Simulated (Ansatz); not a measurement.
Ti$_{3}$GeC$_{2}$:
```
Ti3GeC2
1.0
    3.09032     0.00000     0.00000
   -1.54516     2.67630     0.00000
    0.00000     0.00000    17.79589
Ti Ge C
6 2 4
Direct
  0.66667   0.33333   0.86707
  0.33333   0.66667   0.13293
  0.33333   0.66667   0.36707
  0.66667   0.33333   0.63293
  0.00000   0.00000   0.00000
  0.00000   0.00000   0.50000
  0.00000   0.00000   0.75000
  0.00000   0.00000   0.25000
  0.66667   0.33333   0.42799
  0.33333   0.66667   0.57201
  0.33333   0.66667   0.92799
  0.66667   0.33333   0.07201
```

Relaxed with r²SCAN.

**Question.** Map the electron localisation function on the plane through (0.667, 0.333, 0.867) spanned by u = [0, 0, 1] and v = [1, -1, 0] in lattice vectors, from r²SCAN in the plane-wave PAW code Ansatz.

**Answer.** x is the fraction of u, y of v (the angle between them is 90°; rows are the nearest grid lines); atoms in the plane: Ti at (0.00, 0.00), Ti at (0.27, 0.67), Ti at (0.50, 0.67), Ti at (0.77, 0.00), Ti at (0.13, 0.33), Ti at (0.63, 0.33), Ge at (0.88, 0.33), Ge at (0.38, 0.33), C at (0.56, 0.00), C at (0.70, 0.67).
```
y \ x   0.000  0.100  0.175  0.275  0.375  0.450  0.550  0.625  0.725  0.825  0.900   1.00
------  -----  -----  -----  -----  -----  -----  -----  -----  -----  -----  -----  -----
1.00    0.007  0.228  0.705  0.577  0.146  0.238  0.103  0.587  0.489  0.077  0.397  0.007
0.926   0.481  0.271  0.786  0.378  0.211  0.211  0.612  0.478  0.305  0.078  0.405  0.481
0.852   0.353  0.521  0.744  0.100  0.329  0.109  0.742  0.267  0.306  0.127  0.370  0.353
0.778   0.241  0.751  0.455  0.608  0.406  0.082  0.186  0.215  0.779  0.214  0.273  0.241
0.704   0.663  0.789  0.227  0.179  0.422  0.194  0.157  0.301  0.540  0.229  0.172  0.663
0.630   0.671  0.789  0.215  0.188  0.428  0.196  0.155  0.292  0.540  0.236  0.179  0.671
0.556   0.504  0.660  0.173  0.692  0.474  0.119  0.084  0.087  0.798  0.388  0.366  0.504
0.444   0.223  0.317  0.130  0.086  0.218  0.615  0.209  0.632  0.527  0.672  0.276  0.223
0.370   0.249  0.627  0.403  0.296  0.010  0.739  0.197  0.161  0.253  0.646  0.032  0.249
0.296   0.236  0.624  0.404  0.309  0.010  0.740  0.210  0.163  0.237  0.646  0.032  0.236
0.222   0.071  0.305  0.162  0.223  0.213  0.679  0.539  0.647  0.179  0.658  0.283  0.071
0.148   0.422  0.078  0.551  0.275  0.339  0.456  0.798  0.113  0.082  0.332  0.431  0.422
0.0741  0.513  0.188  0.783  0.470  0.258  0.269  0.608  0.406  0.289  0.093  0.454  0.513
0.000   0.007  0.228  0.705  0.577  0.146  0.238  0.103  0.587  0.489  0.077  0.397  0.007
```

The density is the valence pseudo-density with augmentation charge, so density and ELF within about 1 Å of a nucleus are not all-electron values.

Space group P6_3/mmc. The first step of the workflow began from a Materials Project structure, measured or hypothetical; the Crystallography Open Database copy checked does not list it. Its standing as an ambient phase is unchecked. The r²SCAN relaxation kept the symmetry of its start; its stability against distortions is not shown here. The run is not spin-polarised.

Potentials: the later of the program's two PAW sets.
